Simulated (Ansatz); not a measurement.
SiGe:
```yaml
crystal:
  lattice:
    - [3.90074, 0.00000, 0.00000]
    - [-1.95037, 3.37814, 0.00000]
    - [0.00000, 0.00000, 6.44222]
  atoms:
    - { symbol: Si, position: [0.66667, 0.33333, 0.87456] }
    - { symbol: Si, position: [0.33333, 0.66667, 0.37456] }
    - { symbol: Ge, position: [0.66667, 0.33333, 0.50044] }
    - { symbol: Ge, position: [0.33333, 0.66667, 0.00044] }
```

This is the PBEsol-relaxed structure. x, y and z are the axes in which the lattice vectors are written.

**Question.** All from PBEsol (plane waves, PAW; program Ansatz), unless another level is named. Predict the band gap.

**Answer.** 0.35 eV (indirect).

**Question.** Next, the hole effective mass, band 1 of 2 at the edge?

**Answer.** 0.53 along x, 0.51 along z (mₑ).

**Question.** What about the gap with spin–orbit coupling?

**Answer.** 0.28 eV.

**Question.** Predict the conduction-band minimum.

**Answer.** at M (3 equivalent valleys).

Space group P6_3mc (wurtzite). The workflow started from a Materials Project entry (that database holds measured and hypothetical structures alike); the Crystallography Open Database copy checked does not list it. Its standing as an ambient phase is unchecked. Symmetry was held in the PBEsol relaxation; of distortions, only those at the zone centre were tested. Scalar-relativistic: spin–orbit coupling is off unless named, which matters more the heavier the elements.

Potentials: the earlier of the program's two PAW sets.
